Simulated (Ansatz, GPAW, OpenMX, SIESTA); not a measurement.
## TiAl: 4 runs at one level of theory

```
Al Ti
1.0
     2.83730    0.00000    0.00000
     0.00000    2.83730    0.00000
     0.00000    0.00000   25.14775
Al Ti
3 3
Direct
  0.50000 0.50000 0.29824
  0.50000 0.50000 0.45965
  0.50000 0.50000 0.62106
  0.00000 0.00000 0.37894
  0.00000 0.00000 0.54035
  0.00000 0.00000 0.70176
```

Alike in all runs: task single point; functional PBE; k mesh 9 × 9 × 1; occupations fermi-dirac, width 0.05 eV; no spin polarisation; no spin-orbit coupling.

```json
{"program and potentials": "Ansatz, Ansatz PAW", "plane-wave cutoff (eV)": "420", "notes": "-", "largest force (eV/Å)": "0.409"}
{"program and potentials": "SIESTA, files PseudoDojo sr-pbe-0.4.1-standard, DZP (energy shift 0.003 Ry; two zetas on semicore shells)", "plane-wave cutoff (eV)": "-", "notes": "atomic basis", "largest force (eV/Å)": "0.390"}
{"program and potentials": "GPAW, GPAW PAW data sets (gpaw-data 1.2.1)", "plane-wave cutoff (eV)": "450", "notes": "-", "largest force (eV/Å)": "0.409"}
{"program and potentials": "OpenMX, OpenMX 2013 PBE set, Al7.0-s2p2d1, Ti7.0-s3p2d2, grid cutoff 400 Ry", "plane-wave cutoff (eV)": "-", "notes": "atomic basis", "largest force (eV/Å)": "0.397"}
```

Force on atom 2 (Ti), eV/Å:

| program and potentials | x | y | z |
| --- | --- | --- | --- |
| Ansatz, Ansatz PAW | 0.000 | 0.000 | -0.409 |
| SIESTA, files PseudoDojo sr-pbe-0.4.1-standard, DZP (energy shift 0.003 Ry; two zetas on semicore shells) | 0.000 | 0.000 | -0.390 |
| GPAW, GPAW PAW data sets (gpaw-data 1.2.1) | 0.000 | 0.000 | -0.409 |
| OpenMX, OpenMX 2013 PBE set, Al7.0-s2p2d1, Ti7.0-s3p2d2, grid cutoff 400 Ry | 0.000 | 0.000 | -0.379 |

Rows in atomic bases carry the error of their basis and grid, which can be large.

Differences between rows come from potentials, basis sets and numerical settings, since the functional is the same but for its coding. Runs on potential files found faulty are left out.
